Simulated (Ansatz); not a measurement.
TiSi$_{2}$ under pressure: fit and missing row

TiSi$_{2}$, Fddd, a = 4.781 Å, b = 8.232 Å, c = 8.516 Å. Ansatz: r2SCAN, PAW, 500 eV, Γ-centred 10×10×10 mesh on 6 atoms, Gaussian smearing 0.10 eV; no spin polarisation. Cell and atoms are relaxed at each pressure, and no other structure is tried, so the rows at high pressure may lie past a change of phase.

| V (Å³/atom) | P (GPa) |
| --- | --- |
| 12.829 | 14.99 |
| ? | 8.00 |
| 13.693 | 3.02 |
| 13.965 | 0.01 |
| 14.269 | -3.00 |

Q: Take V0 = 13.965 Å³/atom, count pressures from its P0 = 0.01 GPa, fit the third-order Birch–Murnaghan form to the other rows, and predict the missing volume.

A: With the Eulerian strain f = ½[(V0/V)^(2/3) − 1] and y = (P − P0)/[3f(1 + 2f)^(5/2)], the form is the line y = B0 + 1.5 B0 (B0′ − 4) f. Rows (f, y): 0.02910, 149.0; 0.00660, 147.1; -0.00713, 145.9. Means f = 0.009523, y = 147.33; Σ(Δf)² = 0.0006691, ΣΔfΔy = 0.05718; the slope is their ratio. y = 146.5 + 85.45 f GPa, so B0 = 146.5 GPa and B0′ = 4 + 2 × (85.45)/(3 × 146.5) = 4.39. P = 8.00 GPa is met at f = 0.01659 (y = 147.92), so V = V0 (1 + 2f)^(−3/2) = 13.298 Å³/atom. The run gave 13.297 Å³/atom, so the fit is 0.001 Å³/atom too high, a small miss on the scale of the series.